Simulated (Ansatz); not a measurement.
Input and command of a plane-wave DFT calculation in Ansatz:

```yaml
crystal:
  lattice:
    - [2.7402486585, 0.0, 0.0]
    - [-1.3701243293, 2.373124951, 0.0]
    - [0.0, 0.0, 8.9451908318]
  atoms:
    - { symbol: Ru, position: [0.0, 0.0, 0.0] }
    - { symbol: Ru, position: [0.3333333333, 0.6666666667, 0.25] }
    - { symbol: Ru, position: [0.0, 0.0, 0.5] }
    - { symbol: Ru, position: [0.6666666667, 0.3333333333, 0.75] }
basis:
  ecutwfc: 500
kpoints:
  mp_grid: { grid: [12, 12, 2] }
hamiltonian:
  xc: r2scan
scf:
  occupations: { method: gaussian, width: 0.1 }
output:
  forces: true
  stress: true
  eigenvalues: true
relax:
  adjacent_minimum: "off"
  f_tol: 0.05
  max_steps: 60
  cell: { stress_tol: 0.5 }
```

```bash
ansatz run input.yaml --threads 1 --pin off --max-ram 2560MiB --backend cpu --events-out ev --progress --plain --runs-dir out
```

Processor: Intel(R) Xeon(R) Processor @ 2.50GHz (Skylake/Cascade Lake), 1 thread, on a host shared with other jobs.

Question: How long does it run, and how much memory does it take?

Answer: About 100 s on 1 thread of Intel(R) Xeon(R) Processor @ 2.50GHz (Skylake/Cascade Lake), with other jobs on the host, peak memory 0.53 GiB. It solves 39 bands at 38 k points (the mesh reduced by the symmetry that the task leaves, which can be less than the crystal's) with about 1375 plane waves (on the last cell), in 34 SCF iterations over 5 ionic steps.
